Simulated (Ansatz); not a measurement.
BeSe:
```
BeSe
1.0
    3.48985     0.00000     0.00000
    0.00000     3.48985     0.00000
    0.00000     0.00000     6.27701
Be Se
2 2
Cartesian
  0.00000   1.74493   0.00000
  1.74493   0.00000   3.13851
  0.00000   0.00000   1.56925
  0.00000   0.00000   4.70776
```

Relaxed with PBE. Special points in fractions of this cell's reciprocal vectors: Γ (0.000, 0.000, 0.000); X (0.000, 0.500, 0.000); M (0.500, 0.500, 0.000); Z (0.000, 0.000, 0.500); R (0.000, 0.500, 0.500); A (0.500, 0.500, 0.500).

Question: List the band energies nearest the Fermi level at these points for plane-wave PAW PBE (Ansatz code).

Answer: In eV from the Fermi level; about four levels below and three above (degenerate sets whole), none deeper than 8.9 eV; points with the same levels are listed once.

```tsv
k	below	above
Γ	-2.44 -2.44 -1.25 -0.38 -0.38	1.02 3.69 3.69
X	-4.64 -1.78 -0.58 -0.22	0.10 3.95 4.68
M	-5.30 -5.30 -3.96 -3.96 -0.59	0.83 1.96 2.29 2.29
Z	-2.00 -2.00 -1.27 -1.27	2.42 2.42 4.53 4.53
R	-4.00 -3.55 -1.52 -0.42	1.10 2.85 4.75
A	-4.49 -4.49 -3.08 -3.08	0.26 0.26 4.46 4.46
```

Space group P4_2/mmc. A made-up cell: these elements were put on the sites of a structure type; neither database checked (COD, Materials Project) lists it. COD files the formula under space group No. 216, so this cell is another polymorph or a model. Its standing as an ambient phase is unchecked. The PBE relaxation kept the symmetry of its start; its stability against distortions is not shown here. Spin–orbit coupling is left out wherever it is not named.

Potentials: the later of the program's two PAW sets.
